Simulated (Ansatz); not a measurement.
An Ansatz (a quantum-chemistry and plane-wave program) run. Input:

Ansatz 0.2 input:
```yaml
crystal:
  lattice:
    - [-1.7205767402, 1.7205767402, 5.8581997234]
    - [1.7205767402, -1.7205767402, 5.8581997234]
    - [1.7205767402, 1.7205767402, -5.8581997234]
  atoms:
    - { symbol: Ta, position: [0.7500045154, 0.2500045154, 0.5] }
    - { symbol: Ta, position: [0.0000045154, 0.0000045154, 0.0] }
    - { symbol: As, position: [0.3325954846, 0.8325954846, 0.5] }
    - { symbol: As, position: [0.5825954846, 0.5825954846, 0.0] }
kpoints:
  mp_grid: { grid: [12, 12, 12] }
  band_path:
    path:
      - [[0.0, 0.0, 0.0], [0.0, 0.0, 0.5], [0.25, 0.25, 0.25], [0.0, 0.5, 0.0], [0.0, 0.0, 0.0], [0.5, 0.5, -0.5], [0.2715655111, 0.7284344889, -0.2715655111]]  # Γ-X-P-N-Γ-M-S
      - [[-0.2715655111, 0.2715655111, 0.2715655111], [0.0, 0.0, 0.0]]  # S_0-Γ
      - [[0.0, 0.0, 0.5], [-0.0431310222, 0.0431310222, 0.5]]  # X-R
      - [[0.5, 0.5, -0.0431310222], [0.5, 0.5, -0.5]]  # G-M
    npoints: 8
hamiltonian:
  xc: r2scan
  pseudopotentials: { azcp: { folder: ./paw }, kind: paw_fr }
magnetization: { noncollinear: true, spin_orbit: true }
scf:
  n_extra_bands: 12
  convergence: { dr2_threshold: 0.0000000001 }
  occupations: { method: gaussian, width: 0.05 }
output: { eigenvalues: true }
```

Output (shortened):

```
basis.fft_grid_basis auto: the FFT boxes are laid along the combinations [[1, 0, 1], [0, 1, 1], [0, 0, 1]] of the cell's own vectors, 3.441, 3.441 and 6.343 Å …
Pseudopotentials: kind: paw_fr
Pseudopotential: Ta, paw, valence charge 13
Pseudopotential: As, paw, valence charge 15
Functional definition: r2SCAN
non-collinear run that drives no moment, with spin-orbit …
Crystal: 4 atoms, lattice volume = 69.370 Å³
Basis set: ecut = 500 eV, 1753 PW (Γ), FFT grids on a1+a3, a2+a3, a3, exchange–correlation on 108×108×192 points (64 copies of the dense FFT grid, shifted against one another)
Bands: 68, of which v1, the nominal top of the filled ones, is band 56 counted from 1 (55 counted from 0)
Symmetry: 8 space group operations + 8 with time reversal
k-points: 163 of 1728 (time reversal used)
Projection manifold: j_resolved (fully-relativistic pseudo-atomic orbitals)
PAW frozen core: Ta, regenerated for the run's functional
PAW frozen core: As, regenerated for the run's functional
Initial density: superposition of atomic densities (chi_scale 0.1, normalization cell, long waves kept (reshape's long-wave potential 0.00 eV rms))
Initial wavefunctions: pseudopotential atomic-orbital guess
Eigensolver: davidson
Functional: x = r2scan, c = r2scan; τ floored in thin density (d = 2e-4 eV/Å³)
iter 1 solved again at ethr=2.02e-3 eV; its pass at ethr=3.10e-3 eV (dr2=1.13e0 eV) is discarded
SCF iter   1: F=—  HF=-29567.999257 eV  |F-HF|=—  |Δ(HF+E_count)|=         —  Δρ=4.13e-2  dr2=1.13e0  dr2_τ=8.58e-3  dr2_m=0.00e0 (ungated)  ethr=2.02e-3  |M|=0.00e0 ∫|m|=0.00e0 μB  |m|>n=0.0e0 m-floor=0.0e0 τ_xc=0.0e0  β_m=0.30  ⟨swp⟩=1.1  Hψ=64985  notcnv=0
all-band conjugate gradients solve this SCF's bands
preconditioner: auto → Kerker (q_TF=auto, 2.633 Å⁻¹)
spin=Noncollinear: Kerker preconditioning applied to the charge; magnetization (m_x, m_y, m_z) channels mix plain (no charge-response kernel on spin).
SCF iter   2: F=—  HF=-29568.113801 eV  |F-HF|=—  |Δ(HF+E_count)|=   1.15e-1  Δρ=3.21e-2  dr2=6.20e-1  dr2_τ=2.01e-3  dr2_m=0.00e0 (ungated)  ethr=2.02e-3  |M|=0.00e0 ∫|m|=0.00e0 μB  |m|>n=0.0e0 m-floor=0.0e0 τ_xc=0.0e0  β_m=0.65  ⟨swp⟩=2.1  Hψ=13036  notcnv=0…
SCF iter   3: F=—  HF=-29568.085759 eV  |F-HF|=—  |Δ(HF+E_count)|=   2.80e-2  Δρ=5.83e-3  dr2=3.15e-2  dr2_τ=1.53e-3  dr2_m=0.00e0 (ungated)  ethr=1.11e-3  |M|=0.00e0 ∫|m|=0.00e0 μB  |m|>n=0.0e0 m-floor=0.0e0 τ_xc=0.0e0  β_m=0.64  ⟨swp⟩=3.4  Hψ=20901  notcnv=0…
SCF iter   4: F=—  HF=-29568.085012 eV  |F-HF|=—  |Δ(HF+E_count)|=   7.47e-4  Δρ=2.21e-3  dr2=3.90e-3  dr2_τ=2.00e-5  dr2_m=0.00e0 (ungated)  ethr=5.62e-5  |M|=0.00e0 ∫|m|=0.00e0 μB  |m|>n=0.0e0 m-floor=0.0e0 τ_xc=0.0e0  β_m=0.75  ⟨swp⟩=2.0  Hψ=21141  notcnv=0  defer=271
SCF iter   5: F=—  HF=-29568.085077 eV  |F-HF|=—  |Δ(HF+E_count)|=   6.50e-5  Δρ=9.63e-4  dr2=8.54e-4  dr2_τ=4.61e-6  dr2_m=0.00e0 (ungated)  ethr=6.96e-6  |M|=0.00e0 ∫|m|=0.00e0 μB  |m|>n=0.0e0 m-floor=0.0e0 τ_xc=0.0e0  β_m=0.88  ⟨swp⟩=2.6  Hψ=20638  notcnv=0  defer=271
SCF iter   6: F=—  HF=-29568.085240 eV  |F-HF|=—  |Δ(HF+E_count)|=   1.63e-4  Δρ=2.53e-4  dr2=5.35e-5  dr2_τ=2.20e-7  dr2_m=0.00e0 (ungated)  ethr=1.53e-6  |M|=0.00e0 ∫|m|=0.00e0 μB  |m|>n=0.0e0 m-floor=0.0e0 τ_xc=0.0e0  β_m=0.94  ⟨swp⟩=2.0  Hψ=18393  notcnv=0  defer=271
SCF iter   7: F=—  HF=-29568.085250 eV  |F-HF|=—  |Δ(HF+E_count)|=   9.87e-6  Δρ=5.45e-5  dr2=2.03e-6  dr2_τ=2.83e-8  dr2_m=0.00e0 (ungated)  ethr=9.55e-8  |M|=0.00e0 ∫|m|=0.00e0 μB  |m|>n=0.0e0 m-floor=0.0e0 τ_xc=0.0e0  β_m=0.97  ⟨swp⟩=2.0  Hψ=18418  notcnv=0  defer=271
SCF iter   8: F=—  HF=-29568.085252 eV  |F-HF|=—  |Δ(HF+E_count)|=   1.76e-6  Δρ=1.02e-5  dr2=6.97e-8  dr2_τ=8.02e-10  dr2_m=0.00e0 (ungated)  ethr=3.63e-9  |M|=0.00e0 ∫|m|=0.00e0 μB  |m|>n=0.0e0 m-floor=0.0e0 τ_xc=0.0e0  β_m=0.98  ⟨swp⟩=2.0  Hψ=13827  notcnv=0  defer=271
SCF iter  11: F=-29568.085252 eV  HF=-29568.085252 eV  |F-HF|=3.64e-11  |Δ(HF+E_count)|=  1.46e-10  Δρ=1.76e-7  dr2=2.00e-11  dr2_τ=5.50e-13  dr2_m=0.00e0 (ungated)  ethr=1.00e-12  |M|=0.00e0 ∫|m|=0.00e0 μB  |m|>n=0.0e0 m-floor=0.0e0 τ_xc=0.0e0  ⟨swp⟩=5.6  Hψ=30198  notcnv=0
SCF 1 converged in 11 iterations: F = -29568.085252 eV  dr2 = 2.00e-11
NSCF: frozen V_eff on 76 k-points
SCF converged after 11 iterations
Magnetization: |M| = 0.0000 μB,  M = (+0.0000, +0.0000, +0.0000) μB
Absolute magnetization: 0.0000 μB (∫|m|)
  site 0: m = (+0.0000, +0.0000, +0.0000) μB, |m| = 0.0000 μB  (R = 1.08 Å)
  site 1: m = (+0.0000, +0.0000, +0.0000) μB, |m| = 0.0000 μB  (R = 1.08 Å)
  site 2: m = (+0.0000, +0.0000, +0.0000) μB, |m| = 0.0000 μB  (R = 1.08 Å)
  site 3: m = (+0.0000, +0.0000, +0.0000) μB, |m| = 0.0000 μB  (R = 1.08 Å)
Free energy (F): -29568.085252 eV
Harris-Foulkes:  -29568.085252 eV  (|F-HF|=3.64e-11)
Internal energy: -29568.084761 eV  (E = F + TS)
E sigma→0 (E₀):  -29568.085006 eV
Entropy (-TS):   -0.000491 eV (-0.123 meV/atom)
Fermi energy:    16.730248 eV
--- Per-component energies (eV) ---
  E_band       = -624.206479
  E_kinetic    = 981.230064
  E_local      = -4566.562517  (includes V_loc(G=0)·N_el)
  E_nonlocal   = -804.400806
  E_hartree    = 2434.489239
  E_xc         = -742.089711
  E_vxc        = -675.276401  (∫ρ·V_xc dr)
  E_paw        = -20660.235717  (= ΣΔE_a)
  E_vpaw       = -462.010465  (= ΣTr[D̂ρ^β])
  E_aug_tail   = 0.000141  (compensation charges beyond the density's cutoff)
  E_vtau       = 33.835094  (kinetic-family band-sum trace: ∫τ·v_τ [+ j·A + Jᵃ·Aᵃ] dr)
  E_ewald      = -6206.061428
  E_core_change = -4.454026  (= ΣΔE_core)
  E_smearing   = -0.000491  (= −TS)
  E_closure    =  0.000000  (closes the sum)
  Σ components = -29568.085252   (vs F -29568.085252, Δ=0.00e0)
  [band-id]    e_kinetic+e_local+e_nonlocal+2·e_hartree+e_vxc+e_vpaw+e_augmentation_tail+e_vtau = -624.206411   (vs E_band -624.206479, Δ=6.79e-5)
--- Band table (eV; the first three rows and the last of 163) ---
  k-point 0: bands = ["-53.4376", "-53.4376", "-53.4259", "-53.4259", "-25.6652", "-25.6652", "-25.6127", "-25.6127", "-20.3142", "-20.3142", "-20.3139", "-20.3139", "-20.3002", "-20.3002", "-20.2947", "-20.2947", "-19.5954", "-19.5954", "-19.5824", "-19.5824", "-19.5764", "-19.5764", "-19.5758", "-19.5758", "-19.5644", "-19.5644", "-19.5634", "-19.5634", "-17.1090", "-17.1090", "-16.9764", "-16.9764", "-16.9448", "-16.9448", "-16.8517", "-16.8517", "1.9490", "1.9490", "4.5831", "4.5831", "9.3110", "9.3110", "13.3600", "13.3600", "13.8948", "13.8948", "14.0303", "14.0303", "14.2010", "14.2010", "14.6107", "14.6107", "14.7747", "14.7747", "14.9670", "14.9670", "17.6648", "17.6648", "18.3617", "18.3617", "19.1687", "19.1687", "19.8312", "19.8312", "19.9507", "19.9507", "20.2340", "20.2340"]
  k-point 1: bands = ["-53.4367", "-53.4367", "-53.4254", "-53.4254", "-25.6687", "-25.6658", "-25.6172", "-25.6168", "-20.3161", "-20.3147", "-20.3136", "-20.3114", "-20.3012", "-20.2992", "-20.2954", "-20.2940", "-19.5971", "-19.5928", "-19.5854", "-19.5812", "-19.5772", "-19.5770", "-19.5757", "-19.5746", "-19.5651", "-19.5644", "-19.5635", "-19.5616", "-17.1147", "-17.1014", "-16.9979", "-16.9794", "-16.9615", "-16.9512", "-16.8653", "-16.8497", "2.1420", "2.1453", "4.6155", "4.7015", "9.3987", "9.4731", "12.8940", "12.9436", "13.6621", "13.7139", "13.7399", "13.8032", "13.8648", "13.9475", "14.3207", "14.4626", "15.0005", "15.0571", "15.2308", "15.3588", "17.2773", "17.4122", "17.8722", "18.0338", "19.3218", "19.3315", "19.4763", "19.5562", "20.0321", "20.0632", "20.4095", "20.5629"]
  k-point 2: bands = ["-53.4343", "-53.4343", "-53.4242", "-53.4242", "-25.6749", "-25.6708", "-25.6291", "-25.6282", "-20.3158", "-20.3157", "-20.3136", "-20.3104", "-20.3015", "-20.2999", "-20.2949", "-20.2938", "-19.5969", "-19.5904", "-19.5883", "-19.5818", "-19.5792", "-19.5781", "-19.5740", "-19.5727", "-19.5649", "-19.5646", "-19.5625", "-19.5602", "-17.1239", "-17.0886", "-17.0375", "-17.0065", "-16.9973", "-16.9724", "-16.8869", "-16.8593", "2.6804", "2.6926", "4.7653", "4.8973", "9.7969", "9.9118", "11.9731", "12.0163", "12.7438", "12.7957", "13.0436", "13.0529", "13.2803", "13.2835", "14.6348", "14.6920", "15.4354", "15.5397", "15.7718", "15.8331", "16.8643", "16.9821", "17.2304", "17.2640", "18.9229", "19.0535", "19.7077", "19.7191", "20.3291", "20.3908", "20.6571", "20.7402"]
  k-point 162: bands = ["-53.4317", "-53.4317", "-53.4317", "-53.4317", "-25.6389", "-25.6389", "-25.6389", "-25.6389", "-20.3146", "-20.3146", "-20.3146", "-20.3146", "-20.2968", "-20.2968", "-20.2968", "-20.2968", "-19.5892", "-19.5892", "-19.5892", "-19.5892", "-19.5760", "-19.5760", "-19.5760", "-19.5760", "-19.5637", "-19.5637", "-19.5637", "-19.5637", "-17.0216", "-17.0216", "-17.0216", "-17.0216", "-16.9212", "-16.9212", "-16.9212", "-16.9212", "3.0023", "3.0023", "3.0023", "3.0023", "11.8258", "11.8258", "11.8258", "11.8258", "13.5668", "13.5668", "13.5668", "13.5668", "13.7619", "13.7619", "13.7619", "13.7619", "15.5356", "15.5356", "15.5356", "15.5356", "17.9786", "17.9786", "17.9786", "17.9786", "19.1178", "19.1178", "19.1178", "19.1178", "20.0382", "20.0382", "20.0382", "20.0382"]
  band table: 68 of 68 bands, residual norms ≤ 1.0e-3 eV
```

Cost: very roughly 7 core-minutes on shared cores.

Space group I4_1md. The cell was relaxed with r²SCAN under the symmetry of its start. The run is not spin-polarised.

Potentials: the earlier of the program's two PAW sets.

Ansatz is a plane-wave DFT program.
